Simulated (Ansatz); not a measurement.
Li:
Space group P6₃/mmc (No. 194); a = b = 2.9909 Å, c = 4.8951 Å, α = β = 90.00°, γ = 120.00°

```json
[
 {"atom": "Li", "site": "2c", "symmetry": "-6m2", "x": "0.3333", "y": "0.6667", "z": "0.2500"}
]
```

Relaxed at zero pressure with LDA (plane waves, PAW; program Ansatz).

### Question
The volume is lowered by 9 % and shape and atoms relax at that volume. What pressure results, and how do the axes share the change?

### Answer
1.6 GPa; a -3.1 %, b -3.1 %, c -3.0 %; the energy rises by 8 meV/atom.

### Question
Give the new structure.

### Answer

Space group P6₃/mmc (No. 194); a = b = 2.897 Å, c = 4.748 Å, α = β = 90.00°, γ = 120.00°

```csv
atom,site,symmetry,x,y,z
Li,2c,-6m2,0.3333,0.6667,0.2500
```

The phase is kept; no other phase was compared at this pressure.

Space group P6_3/mmc (hcp (Mg type)). The first step of the workflow began from a Materials Project structure, measured or hypothetical; the Crystallography Open Database files this formula in space group No. 194, but the cells were not matched. It is not the phase usual at ambient conditions (space group No. 229). Symmetry was held in the LDA relaxation; of distortions, only those at the zone centre were tested. Axis ratios of metals converge slowly with the k-mesh, so a and c are less sure than the volume.

Potentials: the earlier of the program's two PAW sets.
